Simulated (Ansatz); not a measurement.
ZrMo (CsCl type, Pm-3m) at seven volumes, DFT-PBE in the program Ansatz with PAW potentials, scaled uniformly. One row is withheld.

```json
[
 {"V (Å³/atom)": "16.968", "P (GPa)": "16.90"},
 {"V (Å³/atom)": "17.527", "P (GPa)": "10.45"},
 {"V (Å³/atom)": "18.087", "P (GPa)": "4.86"},
 {"V (Å³/atom)": "18.646", "P (GPa)": "0.01"},
 {"V (Å³/atom)": "19.205", "P (GPa)": "-4.17"},
 {"V (Å³/atom)": "19.765", "P (GPa)": "-7.79"},
 {"V (Å³/atom)": "20.324", "P (GPa)": "?"}
]
```

Task: Fit the shown pressures and predict the withheld one.

Result: P = (3/2)B₀(x^(7/2) − x^(5/2))[1 + (3/4)(B′ − 4)(x − 1)] with x = (V₀/V)^(2/3). Least squares on the six rows gives V₀ = 18.649 Å³/atom, B₀ = 150 GPa, B′ = 3.79. At V = 20.324, x = 0.9443 and P = -10.96 GPa. The run itself gave -10.92 GPa.

The start of the workflow was typed in or built on a structure type; neither database checked (COD, Materials Project) lists it. Its standing as an ambient phase is unchecked. Symmetry was held in the PBE relaxation; its stability against distortions is not shown here. No spin polarisation was allowed.

Potentials: the earlier of the program's two PAW sets.
